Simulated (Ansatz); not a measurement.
Re:
```
Re
1.0
    2.77579     0.00000     0.00000
   -1.38789     2.40390     0.00000
    0.00000     0.00000    17.92533
Re
8
Direct
  0.00000   0.00000   0.62503
  0.33333   0.66667   0.74964
  0.00000   0.00000   0.87492
  0.33333   0.66667   0.00000
  0.00000   0.00000   0.12508
  0.33333   0.66667   0.25036
  0.00000   0.00000   0.37497
  0.66667   0.33333   0.50000
```

Relaxed with PBE. Special points in fractions of this cell's reciprocal vectors: Γ (0.000, 0.000, 0.000); M (0.500, 0.000, 0.000); K (0.333, 0.333, 0.000); A (0.000, 0.000, 0.500); L (0.500, 0.000, 0.500); H (0.333, 0.333, 0.500).

Q: List the band energies nearest the Fermi level at these points for PBE with spin–orbit coupling in the plane-wave PAW code Ansatz.

A: In eV from the Fermi level; about four levels below and three above (degenerate sets whole), none deeper than 8.9 eV; points with the same levels are listed once.

```json
[
 {"k": "Γ", "below": "-0.93 -0.93 -0.51 -0.51", "above": "0.31 0.31 0.36 0.36"},
 {"k": "M", "below": "-0.57 -0.57 -0.46 -0.46", "above": "0.15 0.15 0.17 0.17"},
 {"k": "K", "below": "-0.22 -0.21 -0.11 -0.09", "above": "0.04 0.10 0.59"},
 {"k": "A", "below": "-0.17 -0.17 -0.09 -0.09", "above": "0.41 0.41 0.70 0.70"},
 {"k": "L", "below": "-0.60 -0.60 -0.43 -0.43", "above": "0.03 0.03 0.38 0.38"},
 {"k": "H", "below": "-0.22 -0.22 -0.21 -0.11 -0.09", "above": "0.05 0.19 0.35"}
]
```

Space group P-6m2. The start of the workflow was typed in or built on a structure type; neither database checked (COD, Materials Project) lists it. It is not the phase usual at ambient conditions (space group No. 194). The cell was relaxed with PBE under the symmetry of its start; whether a distortion lowers the energy is not shown. No spin polarisation was allowed.

Potentials: the earlier of the program's two PAW sets.
